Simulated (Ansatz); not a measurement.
The cell of Te₅Pd is invented: random cell by space group and Wyckoff sites (P-43m, No. 215). Its size is a rough estimate.

```cif
data_structure
_symmetry_space_group_name_H-M 'P-43m'
_symmetry_Int_Tables_number 215
_cell_length_a 5.8349
_cell_length_b 5.8349
_cell_length_c 5.8349
_cell_angle_alpha 90.000
_cell_angle_beta 90.000
_cell_angle_gamma 90.000
_cell_volume 198.65
loop_
_atom_site_label
_atom_site_type_symbol
_atom_site_symmetry_multiplicity
_atom_site_Wyckoff_symbol
_atom_site_fract_x
_atom_site_fract_y
_atom_site_fract_z
_atom_site_occupancy
Te1 Te 4 e 0.76082 0.76082 0.76082 1
Te2 Te 1 b 0.50000 0.50000 0.50000 1
Pd1 Pd 1 a 0.00000 0.00000 0.00000 1
```

The calculation used DFT PBE, scalar-relativistic, plane waves, PAW (Ansatz). Cutoff 420 eV, Gaussian smearing, Γ-centred meshes. Cell and atoms relax first on a coarse mesh and then on a finer one. In between, the cell is made exact in the group found at 0.06 Å. In metals the finer mesh still leaves noise of several meV/atom or more. The steps can't lower the symmetry of their start. No spin polarisation in the relaxation; trial moments died out in a coarse test.

A guess keeps its type if space group and coordination stay and the shape of the cell changes little (axis ratios within about 15 %, angles within 6°); the volume may change.

Task: Does it keep its structure type, or change into something else?

Result: It keeps its type. The symmetry stays P-43m (No. 215). The volume per atom grows by 23.4 %, from 33.1 to 40.8 Å³. The shortest distance goes from 2.42 Å (Te–Pd) to 2.56 Å (Te–Pd). Counting neighbours within 15 % of an atom's shortest distance, the start has Pd 4, Te 2/4 and the end Pd 4, Te 2/4.

The last run used a 6×6×6 mesh for its 6-atom cell and Gaussian smearing of 0.10 eV. These runs have no spin–orbit coupling, which can matter for Te. A structure relaxed within its symmetry needn't be a true minimum. Another cell of Te5Pd relaxed alike, in R32, lies 0.38 eV/atom lower, so this cell isn't the stable form at this level.

In counts of neighbours, a slash parts the counts of unlike sites.
